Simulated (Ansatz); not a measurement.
Ta2O5 in space group Pmmn (No. 59; Ta on 4e, O on 4e, O on 4e, O on 2a), plane-wave PAW r²SCAN (Ansatz code). The conduction-band minimum lies at Γ, with 1 equivalent valley. Second derivatives d²E/dk² of the lowest band at one valley (eV·Å²), along Cartesian directions:

```tsv
direction	d²E/dk²
[100]	20.43
[010]	1.384
[001]	26.11
[110]	10.91
[101]	23.27
[011]	13.75
```

Question: Find the principal effective masses, the density-of-states mass and the conductivity mass.

Answer: Off-diagonal terms follow from H_xy = H[110] − (H_xx + H_yy)/2, and m*/mₑ = 7.620 eV·Å² over each eigenvalue: 0.29, 0.37, 5.5. One valley's DOS mass (m₁m₂m₃)^(1/3) = 0.84, conductivity mass 3/(Σ 1/mᵢ) = 0.48 mₑ.

Question: What effective density of states Nc follows at 300 K for parabolic valleys?

Answer: Nc = 2.509e19 × 1 × (0.84)^(3/2) ≈ 1.9e19 cm⁻³.

The workflow started from a Materials Project entry (that database holds measured and hypothetical structures alike); the Crystallography Open Database copy checked does not list it. COD files the formula under space group No. 49, so this cell is another polymorph or a model. Whether it is the stable phase at ambient conditions was not checked. The r²SCAN relaxation kept the symmetry of its start; whether a distortion lowers the energy is not shown. The run is not spin-polarised. Spin–orbit coupling is left out wherever it is not named.

Potentials: the later of the program's two PAW sets.

Edges and masses are those of Kohn–Sham bands, whose gap is no quasiparticle gap.
